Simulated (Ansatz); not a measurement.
Consider the following.

BaS:
Space group Fm-3m (No. 225); a = 6.2712 Å, b = 6.2712 Å, c = 6.2712 Å, α = 90.00°, β = 90.00°, γ = 90.00°

| atom | site | symmetry | x | y | z |
|---|---|---|---|---|---|
| Ba | 4a | m-3m | 0.0000 | 0.0000 | 0.0000 |
| S | 4b | m-3m | 0.5000 | 0.5000 | 0.5000 |
(The calculation used a cell of 2 atoms; values per cell refer to that cell.)

This is the LDA-relaxed structure.

All from the program Ansatz at the LDA level (PAW), unless another level is named. Predict the Debye temperature from the elastic constants.

259 K.

What about the zero-point energy?

24.8 meV/atom.

The LDA relaxation kept the symmetry of its start; phonons on a q-mesh show no instability. Spin–orbit coupling is left out wherever it is not named.

Potentials: the later of the program's two PAW sets.
